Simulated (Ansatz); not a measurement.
Crystals of one structure type (NiAs type) and one family of elements, relaxed and computed with the program Ansatz at the PBE level (PAW).

| crystal | V (Å³/atom) | B₀ by P(V) fit (GPa) |
|---|---|---|
| WC | 10.60 | 371 |
| SiMo | 14.93 | ? |
| SiW | 15.00 | 210 |
| GeMo | 16.06 | 162 |
| GeW | 16.09 | 181 |

Fit a straight line to ln B₀ against ln V and predict the withheld value.

Least squares on the 4 shown rows: ln B₀ = -1.82 × ln V + (10.221), with a scatter of 5 %. For SiMo this gives 201. The run itself gave 191, within the scatter.

Constructed cells (a structure type filled with these elements, in neither database checked): WC, NiAs type; SiMo, NiAs type; SiW, NiAs type; GeMo, NiAs type; GeW, NiAs type. Not the usual ambient phase: WC, NiAs type. All cells were relaxed under the symmetry of their starts (and spin orders); stability against distortions was not tested throughout. Rows with no word on spin ran without spin polarisation. Scalar-relativistic: spin–orbit coupling is off unless named, which matters more the heavier the elements.

Potentials: the later of the program's two PAW sets.
